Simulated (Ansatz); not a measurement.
Ru:
```cif
data_Ru2
_chemical_formula_sum 'Ru2'
_space_group_name_H-M_alt 'P63/mmc'
_space_group_IT_number 194
_space_group_name_Hall '-P 6c 2c'
_cell_length_a 2.69850
_cell_length_b 2.69850
_cell_length_c 4.26464
_cell_angle_alpha 90.000
_cell_angle_beta 90.000
_cell_angle_gamma 120.000
loop_
_atom_site_label
_atom_site_type_symbol
_atom_site_symmetry_multiplicity
_atom_site_Wyckoff_symbol
_atom_site_fract_x
_atom_site_fract_y
_atom_site_fract_z
_atom_site_occupancy
Ru1 Ru 2 d 0.66667 0.33333 0.25000 1
```

Relaxed with PBE+D3(BJ).

Question: Which orbitals make up the states near the Fermi level in plane-wave PAW PBE+D3(BJ) (Ansatz code)?

Answer: Within 0.5 eV of the Fermi level: Ru 4d 93 %. Projections are on Löwdin-orthogonalised atomic valence shells; empty p or d shells of many metals are not among them.

Question: Tabulate the density of states.

Answer: States/eV per cell of 2 atoms, in 0.25 eV bins, energy from the Fermi level.

```csv
E (eV),total,Ru 4d,Ru 5s,Ru 4p
-7.85,0.05,0.00,0.04,0.00
-7.60,0.08,0.00,0.07,0.00
-7.35,0.11,0.00,0.10,0.00
-7.10,0.14,0.00,0.12,0.00
-6.85,0.17,0.01,0.15,0.00
-6.60,0.21,0.02,0.18,0.00
-6.35,0.61,0.34,0.24,0.01
-6.10,1.77,1.34,0.39,0.01
-5.85,2.70,2.12,0.54,0.02
-5.60,3.21,2.71,0.46,0.02
-5.35,3.11,2.66,0.41,0.02
-5.10,2.31,2.02,0.26,0.02
-4.85,1.95,1.73,0.20,0.02
-4.60,2.73,2.50,0.20,0.02
-4.35,2.68,2.44,0.20,0.02
-4.10,2.33,2.18,0.11,0.02
-3.85,2.95,2.75,0.15,0.02
-3.60,2.50,2.28,0.18,0.02
-3.35,1.14,1.05,0.07,0.01
-3.10,2.78,2.64,0.10,0.01
-2.85,3.75,3.52,0.18,0.02
-2.60,2.56,2.41,0.11,0.01
-2.35,3.41,3.20,0.16,0.02
-2.10,3.05,2.86,0.14,0.01
-1.85,2.81,2.60,0.14,0.01
-1.60,3.40,3.13,0.18,0.02
-1.35,2.68,2.46,0.15,0.01
-1.10,2.00,1.82,0.12,0.01
-0.85,1.89,1.72,0.11,0.01
-0.60,1.79,1.63,0.10,0.01
-0.35,1.73,1.60,0.08,0.00
-0.10,1.62,1.51,0.06,0.00
0.15,1.58,1.49,0.06,0.00
0.40,1.66,1.57,0.06,0.00
0.65,1.99,1.89,0.06,0.00
0.90,2.48,2.38,0.07,0.00
1.15,2.96,2.84,0.09,0.00
1.40,3.77,3.64,0.11,0.00
1.65,3.88,3.73,0.12,0.00
1.90,1.57,1.42,0.13,0.00
2.15,0.52,0.34,0.15,0.00
2.40,0.51,0.29,0.17,0.00
2.65,0.50,0.25,0.18,0.00
2.90,0.50,0.23,0.20,0.00
3.15,0.50,0.21,0.20,0.00
3.40,0.50,0.19,0.21,0.00
3.65,0.51,0.18,0.22,0.00
3.90,0.51,0.16,0.22,0.00
4.15,0.48,0.14,0.21,0.00
4.40,0.47,0.12,0.21,0.00
4.65,0.45,0.10,0.20,0.00
```

Space group P6_3/mmc (hcp (Mg type)). The PBE+D3(BJ) relaxation kept the symmetry of its start. No spin polarisation was allowed. The pairwise dispersion correction was not fitted to metals. Spin–orbit coupling is left out wherever it is not named.

Potentials: the later of the program's two PAW sets.
